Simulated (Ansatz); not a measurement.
## SiGe, first-principles data

SiGe:
```xyz
4
Lattice="1.9813 1.1439 6.4613 -1.9813 1.1439 6.4613 0.0000 -2.2878 6.4613" Properties=species:S:1:pos:R:3 pbc="T T T"
Si     0.0000     0.0000    18.2033
Si     0.0000     0.0000     1.1806
Ge     0.0000     0.0000     8.4463
Ge     0.0000     0.0000    10.9377
```

Space group R-3m (No. 166); conventional cell a = b = 3.9625 Å, c = 19.3840 Å, α = β = 90.00°, γ = 120.00°.

Method: DFT-PBE in the program Ansatz with PAW potentials. Structure relaxed to zero pressure with the same functional. Other levels are named where they apply.

### Cell and energy

```json
{
 "volume_per_atom": "21.97 Å³",
 "density": "3.81 g/cm³",
 "Formation energy from the elements (no fitted shifts)": "19 meV/atom"
}
```

### Electronic structure

```json
{
  "band_gap": "0.38 eV (indirect)",
  "valence_band_maximum": "at Γ",
  "conduction_band_minimum": "at F (3 equivalent valleys)",
  "smallest_direct_gap_on_the_standard_path": "0.83 eV",
  "electron_effective_mass": "0.11, 0.16, 0.59 mₑ (principal values)",
  "Electron effective mass with spin–orbit coupling": "0.11, 0.16, 0.59 mₑ (principal values)",
  "Weight of the conduction-edge state by species (Voronoi cells)": "Si 56 %, Ge 44 %",
  "Hole effective mass, band 1 of 2 at the edge": "0.36 along x, 0.60 along z (mₑ)",
  "Hole effective mass, band 2 of 2 at the edge": "0.056 along x, 0.60 along z (mₑ)",
  "Hole effective mass with spin–orbit coupling": "0.097, 0.097, 0.60 mₑ (principal values)",
  "Weight of the valence-edge state by species (Voronoi cells)": "Ge 50 %, Si 50 %",
  "Gap with spin–orbit coupling": "0.32 eV"
}
```

### Mechanics

```json
{
  "Bulk modulus (Birch–Murnaghan fit)": "73.6 GPa",
  "Pressure derivative B′": "4.6"
}
```

The start of the workflow was typed in or built on a structure type; neither database checked (COD, Materials Project) lists it. Its standing as an ambient phase is unchecked. Symmetry was held in the PBE relaxation; whether a distortion lowers the energy is not shown. The references are the lowest solids computed at this level, not always the standard phases. Spin–orbit coupling is left out wherever it is not named.

Potentials: the earlier of the program's two PAW sets.
